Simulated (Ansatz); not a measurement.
Au$_{2}$S in space group Pn-3m (No. 224; S on 2a, Au on 4c), plane-wave PAW r²SCAN (Ansatz code), all energies at zero smearing, with the estimated change up to a 700 eV cutoff added, with one set of potentials and settings (totals compare only within such a set). Cell of 6 atoms (2 S, 4 Au): -54472.862 eV.

```
element             reference phase  E (eV/atom)
-------  --------------------------  -----------
S        P2/c, 32 atoms in the cell    -905.8150
Au       Fm-3m, 1 atoms in the cell  -13165.1381
```

Formation energy per atom, worked out: (-54472.862 − 2×(-905.8150) − 4×(-13165.1381))/6 = -0.113 eV/atom (-11 kJ per mol of atoms), at 0 K, without zero-point energy or fitted corrections.

The workflow started from a Materials Project entry (that database holds measured and hypothetical structures alike); the Crystallography Open Database files this formula in space group No. 224, but the cells were not matched. Whether it is the stable phase at ambient conditions was not checked. The r²SCAN relaxation kept the symmetry of its start; its stability against distortions is not shown here. The references are the lowest solids computed at this level, not always the standard phases. Scalar-relativistic: spin–orbit coupling is off unless named, which matters more the heavier the elements.

Potentials: the earlier of the program's two PAW sets.
